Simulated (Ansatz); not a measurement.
Li: an elastic constant from a strain scan

All numbers below come from DFT PBEsol, scalar-relativistic, plane waves, PAW in Ansatz 0.2.0. Settings: plane waves to 420 eV, k-mesh 18×18×18 (Γ-centred), Gaussian smearing 0.15 eV. No spin polarisation. Energies are free energies at this smearing, counted from the undisturbed cell; pressure is positive in compression.

The undisturbed cell (as given, not relaxed at this level; it stands at -0.7 GPa; this fcc form isn't the usual structure):

```
Li
1.0
     0.00000    2.20200    2.20200
     2.20200    0.00000    2.20200
     2.20200    2.20200    0.00000
Li
1
Direct
  0.00000 0.00000 0.00000
```

The cell is strained by ε times the Voigt pattern (0, 0, 1, 0, 0, 0) (xx, yy, zz, yz, xz, xy; engineering shear) with fractional coordinates fixed. The cell holds 1 atom in V0 = 21.35 Å³. The stress column is τ = (1/V0) dE/dε, got from the stress tensor σ (compression positive) at each point as −det(1 + εP) σ : P(1 + εP)⁻¹, with P the pattern as a tensor.

```csv
ε,ΔE (meV/atom),τ (GPa)
-0.0600,-1.903,-0.209
-0.0450,-2.110,0.003
-0.0300,-1.881,0.230
-0.0150,-1.180,0.472
0.0000,0.000,0.705
0.0150,1.625,0.917
0.0300,3.660,1.118
0.0450,6.095,1.319
0.0525,7.464,1.421
0.0600,?,?
```

Problem. Which combination of elastic constants does this scan measure, and how large is it?

Solution. For small ε, τ = τ0 + Kε with K = pᵀCp, which for this pattern is C11 in the cubic axes. The parabola through τ at ε = -0.0150, 0 and 0.0150 has slope K = 14.8 GPa at zero. The energies per cell, E = NΔE, of the same two points give K = 2[E(ε₊)/ε₊ − E(ε₋)/ε₋]/[(ε₊ − ε₋)V0] = 14.9 GPa, in agreement. The start is under stress, which shifts K from the elastic constant by about the size of that stress.

Problem. Predict the withheld row at ε = 0.0600 from the harmonic law, and compare.

Solution. ΔE = V0(τ0 ε + Kε²/2)/N = 9.202 meV/atom and τ = 1.60 GPa. The calculation gives 8.935 meV/atom and 1.52 GPa, a miss of 2.9 % of the harmonic energy, so the harmonic law still holds on this side, though at ε = -0.0600 the energy lies 8 % above it.

In a metal these slopes depend on the k mesh and the smearing.